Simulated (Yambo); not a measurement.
BSE-type run in Yambo on CaZnC₂O₆ (space group R-3, No. 148), at zero momentum.

Quantum ESPRESSO step (PBEsol, PseudoDojo standard norm-conserving files, scalar-relativistic):
```
&CONTROL
  calculation = 'nscf'
  pseudo_dir = './pseudo'
  outdir = './out'
/
&SYSTEM
  ibrav = 0
  nat = 10
  ntyp = 4
  ecutwfc = 84.0
  ecutrho = 336.0
  occupations = 'fixed'
  force_symmorphic = .true.
  nbnd = 82
/
&ELECTRONS
  conv_thr = 1e-08
  diago_full_acc = .true.
  diago_thr_init = 1e-08
/
ATOMIC_SPECIES
C 12.0110 C.upf
O 15.9990 O.upf
Ca 40.0780 Ca.upf
Zn 65.3800 Zn.upf
CELL_PARAMETERS angstrom
  2.433015088000   1.404701916000   5.444040000000
 -2.433015088000   1.404701916000   5.444040000000
  0.000000000000  -2.809403831000   5.444040000000
ATOMIC_POSITIONS crystal
C   0.757460000000   0.757460000000   0.757460000000
C   0.242540000000   0.242540000000   0.242540000000
O   0.726440000000   0.035910000000   0.505260000000
O   0.273560000000   0.964090000000   0.494740000000
O   0.035910000000   0.505260000000   0.726440000000
O   0.964090000000   0.494740000000   0.273560000000
O   0.505260000000   0.726440000000   0.035910000000
O   0.494740000000   0.273560000000   0.964090000000
Ca   0.000000000000   0.000000000000   0.000000000000
Zn   0.500000000000   0.500000000000   0.500000000000
K_POINTS automatic
6 6 6 0 0 0
```

Yambo input:
```
rim_cut
optics
bse
bss
dipoles
em1s
RandQpts= 1000000
RandGvec= 1 Ry
FFTGvecs= 40 Ry
Chimod= "HARTREE"
BSKmod= "SEX"
BSEmod= "resonant"
BSSmod= "hs"
BSENGexx= 15 Ry
BSENGBlk= 3 Ry
% KfnQP_E
 2.91 | 1.0 | 1.0 |
%
% BSEQptR
 1 | 1 |
%
% BSEBands
 28 | 43 |
%
% BEnRange
 0.0 | 12.7 | eV
%
% BDmRange
 0.15 | 0.15 | eV
%
BEnSteps= 254
% BLongDir
 1.0 | 0.0 | 0.0 |
%
BSHayTrs= -0.02
BSSNEig= 24
WRbsWF
% BndsRnXs
 5 | 78 |
%
NGsBlkXs= 3 Ry
% LongDrXs
 1.0 | 1.0 | 1.0 |
%
```

From the report:

The dimension is k points × valence × conduction bands = 216 × 10 × 6 = 12960.
```
   [SLEPC] Approach                          : Krylov-Schur
   [SLEPC] Number of requested eigenvalues   :  24
   [SLEPC] Number of eigenvalues        [NEV]:  24
    [K] Dimension                                    :  12960
    [K] Bands                                        :   28   43
    [K] Exchange res                                 : yes
    [K] Correlation res                              : yes
    [K] W interaction is bare                        : no
    [K] RL vectors exchange                          :   763
    [K] RL vectors correlation                       :   71
    [W] Matrix size                                  :   71
    [W] Bands                                        :    5   78
    [W] Coulomb Cutoff                               : none
    [W] Hxc Kernel                                   : HARTREE
```

Geometry of the Materials Project entry, not relaxed at this level.

The structure is a Materials Project entry; no match was found in the copy of COD used, and its stability was not checked.

With a shallow 3d shell G0W0 needs far more bands and larger blocks than here, so the scissor is uncertain by tenths of an eV or more.
